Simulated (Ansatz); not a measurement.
Convergence of HfBe with the plane-wave cutoff

Computed with DFT PBEsol, scalar-relativistic, plane waves, PAW in Ansatz.

```
Hf Be
1.0
     1.65137   -5.02725    0.00000
     1.65137    5.02725    0.00000
     0.00000    0.00000    3.72928
Hf Be
2 2
Direct
  0.84896 0.15104 0.75000
  0.15104 0.84896 0.25000
  0.56026 0.43974 0.75000
  0.43974 0.56026 0.25000
```

The Γ-centred k-mesh is 14×14×12, the occupation rule is Gaussian smearing, 0.1 eV and the spin treatment is unpolarised. The valence charge of the PAW sets is Hf 26, Be 2.

The atoms stay fixed while the plane-wave cutoff is varied. ΔE is the energy extrapolated to zero smearing, less that of the reference run (500 eV). The cell isn't necessarily relaxed at this level. Spin–orbit coupling is left out. Pressure is positive in compression and holds a correction for the finite cutoff (Pulay stress).

(1) Tried: 250, 300, 350, 420, 500 eV. From which plane-wave cutoff on does the energy per atom stay within 100, 10 and 1 meV of the reference?

## Answers

(1) 300 for 100 meV, 350 for 10 meV, 420 for 1 meV. The reference itself isn't shown to be converged. At 350 eV, where the energy is within 10 meV, force components already agree to within 0.001 eV/Å, where the largest force is 0.126 eV/Å.

| cutoff (eV) | ΔE (meV/atom) | P (GPa) | largest change of a force component (eV/Å) | plane waves at Γ |
| --- | --- | --- | --- | --- |
| 250 | 480 | -2.82 | 0.037 | 561 |
| 300 | 45.5 | -2.46 | 0.001 | 733 |
| 350 | 2.83 | -2.52 | 0.001 | 917 |
| 420 | 0.58 | -2.54 | 0.000 | 1229 |
| 500 | 0.00 | -2.54 | 0.000 | 1561 |